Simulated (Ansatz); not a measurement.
MgSe:
```
CELL_PARAMETERS angstrom
      0.00000     2.97346     2.97346
      2.97346     0.00000     2.97346
      2.97346     2.97346     0.00000
ATOMIC_POSITIONS crystal
  Se 0.75000 0.75000 0.75000
  Mg 0.00000 0.00000 0.00000
```

Relaxed with r²SCAN.

### Question
Give the Bader charges and basin volumes of the independent atoms, DFT-r²SCAN in the program Ansatz with PAW potentials.

### Answer


```
atom  Bader charge (e)  Bader volume (Å³)
----  ----------------  -----------------
Se1              -1.65               45.7
Mg2              +1.65                6.8
```

Space group F-43m (zinc blende). The cell is a constructed one: a structure type filled with these elements; the Crystallography Open Database copy checked does not list it. COD files the formula under space group No. 225. Its standing as an ambient phase is unchecked. Symmetry was held in the r²SCAN relaxation; whether a distortion lowers the energy is not shown.

Potentials: the later of the program's two PAW sets.
